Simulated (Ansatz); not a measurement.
# Relaxing a structure of ZnAu

The start is a randomly generated symmetric cell of ZnAu (space group No. 5). The structure is fully relaxed (lattice and positions, P = 0) with PBEsol (plane waves to 420 eV, PAW, scalar-relativistic; Ansatz, a first-principles code). The first steps use a coarse 10×10×5 k-mesh.

Starting cell:
```yaml
crystal:
  lattice:
    - [4.87966, -1.64372, 0.00000]
    - [4.87966, 1.64372, 0.00000]
    - [-0.07591, 0.00000, 6.26490]
  atoms:
    - { symbol: Au, position: [0.82757, 0.17243, 0.50000] }
    - { symbol: Au, position: [0.71717, 0.68867, 0.85466] }
    - { symbol: Au, position: [0.31133, 0.28283, 0.14534] }
    - { symbol: Zn, position: [0.79801, 0.85817, 0.40576] }
    - { symbol: Zn, position: [0.14183, 0.20199, 0.59424] }
    - { symbol: Zn, position: [0.23660, 0.76340, 0.00000] }
```

Q: Does the structure survive the relaxation? Give the final space group.

A: The space group goes from C2 (No. 5) to C2/m (No. 12), with 6 atoms in the primitive cell.

Q: How much energy is released per atom?

A: About 2.0 eV/atom.

Q: How does the volume change?

A: -1.7 %, from 16.75 to 16.47 Å³/atom.

Q: How do the shortest distances between atoms change?

A: The closest pairs of elements (up to four, under 3.6 Å), start → end: Au–Zn 1.83 → 2.63 Å; Zn–Zn 2.54 → 2.61 Å; Au–Au 2.61 → 2.74 Å.

Q: Is the relaxed structure metallic? Give its gap.

A: Zero (metallic).

Q: Write out the relaxed structure.

A: 
Space group C2/m (No. 12); a = 8.166 Å, b = 4.281 Å, c = 5.673 Å, α = γ = 90.00°, β = 94.70°

```
atom  site  symmetry       x       y       z
----  ----  --------  ------  ------  ------
Au      2c       2/m  0.5000  0.5000  0.5000
Au      4i         m  0.1898  0.0000  0.1238
Zn      4i         m  0.3294  0.0000  0.5907
Zn      2b       2/m  0.0000  0.5000  0.0000
```
(The calculation used a cell of 6 atoms; values per cell refer to that cell.)

Final values are on a 12×12×8 k-mesh of the relaxed cell. The start holds a very short contact (Au–Zn 1.83 Å). No spin polarisation in the result.

The run could not lose the symmetry of its start, so the end can be a saddle point.

The relaxed structure here is a generated cell of ZnAu: the first start was made by a random draw of sites in a space group, and the end was not matched to a known phase here, so it may be hypothetical. Known forms of ZnAu include space group No. 221.
